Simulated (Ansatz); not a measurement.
BN: a ladder of calculations

Cell of run 1: a Materials Project structure (computed, not necessarily an observed phase), taken as it stands.

```cif
data_structure
_symmetry_space_group_name_H-M 'P 1'
_symmetry_Int_Tables_number 1
_cell_length_a 2.5016
_cell_length_b 2.5016
_cell_length_c 7.3693
_cell_angle_alpha 90.000
_cell_angle_beta 90.000
_cell_angle_gamma 120.000
_cell_volume 39.94
loop_
_atom_site_label
_atom_site_type_symbol
_atom_site_fract_x
_atom_site_fract_y
_atom_site_fract_z
_atom_site_occupancy
B1 B 0.66667 0.33333 0.75000 1
B2 B 0.33333 0.66667 0.25000 1
N3 N 0.00000 0.00000 0.75000 1
N4 N 0.00000 0.00000 0.25000 1
```

Sites (sets of like atoms) are named by element and the number of their first atom in this list.

Relaxed positions (PBE, cell held):

```
CELL_PARAMETERS angstrom
2.50164 0.00000 0.00000
-1.25082 2.16648 0.00000
0.00000 0.00000 7.36932
ATOMIC_POSITIONS crystal
B 0.66667 0.33333 0.75000
B 0.33333 0.66667 0.25000
N 0.00000 0.00000 0.75000
N 0.00000 0.00000 0.25000
```

All runs are DFT with Ansatz 0.2.0 (plane waves and PAW, scalar-relativistic unless spin–orbit coupling is named, Γ-centred meshes, Fermi–Dirac smearing where given) in this cell.

Run 1: PBE, atoms as given; 420 eV, 14×14×4 k-points, smearing 0.02 eV.
Run 2: r2SCAN, at the relaxed atoms; 500 eV, 14×14×4 k-points, smearing 0.02 eV.
Run 3: LDA, at the relaxed atoms; 420 eV, 14×14×4 k-points, smearing 0.02 eV.

Q: What does each run give, and what moves the gradients most?

A: 

```
run   B V_zz (η)    N V_zz (η)
  1  2.79 (0.00)  -0.23 (0.00)
  2  2.92 (0.00)  -0.26 (0.00)
  3  2.82 (0.00)   0.16 (0.00)
```

V_zz in 10²¹ V/m². Against run 1, the gradient tensors on these sites move by at most 0.13 in run 2 (B), 0.38 in run 3 (N).
